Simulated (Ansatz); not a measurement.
Here is the system:

AgI:
```cif
data_Ag4I4
_chemical_formula_sum 'Ag4 I4'
_space_group_name_H-M_alt 'P 1'
_space_group_IT_number 1
_cell_length_a 4.32688
_cell_length_b 4.32688
_cell_length_c 14.38143
_cell_angle_alpha 90.000
_cell_angle_beta 90.000
_cell_angle_gamma 120.000
loop_
_space_group_symop_operation_xyz
  'x, y, z'
loop_
_atom_site_label
_atom_site_type_symbol
_atom_site_fract_x
_atom_site_fract_y
_atom_site_fract_z
_atom_site_occupancy
Ag1 Ag 0.00000 0.00000 0.32363 1
Ag2 Ag 0.00000 0.00000 0.82363 1
Ag3 Ag 0.66667 0.33333 0.42655 1
Ag4 Ag 0.33333 0.66667 0.92655 1
I1 I 0.00000 0.00000 0.01800 1
I2 I 0.00000 0.00000 0.51800 1
I3 I 0.66667 0.33333 0.23181 1
I4 I 0.33333 0.66667 0.73181 1
```

This is the LDA-relaxed structure.

Q: All from plane-wave PAW LDA (Ansatz code), unless another level is named. Estimate the band gap.

A: 1.25 eV (direct).

Q: Give the electron effective mass.

A: 0.15, 0.20, 0.20 mₑ (principal values).

Q: Give the formation energy from the elements (no fitted shifts).

A: -16 kJ/mol-atom.

Space group P6_3mc. The workflow started from a Materials Project entry (that database holds measured and hypothetical structures alike). Its sites differ from those of the usual phase in this space group: another stacking or structure type. The cell was relaxed with LDA under the symmetry of its start; its stability against distortions is not shown here. No spin polarisation was allowed. A crystal of weakly bound layers computed without a dispersion correction: the cell and the soft elastic constants depend strongly on that. The references are the lowest solids computed at this level, not always the standard phases. Scalar-relativistic: spin–orbit coupling is off unless named, which matters more the heavier the elements.

Potentials: the earlier of the program's two PAW sets. The files were generated under PBE; for other functionals the program regenerates the frozen cores, and for LDA and PBEsol the local potential too.
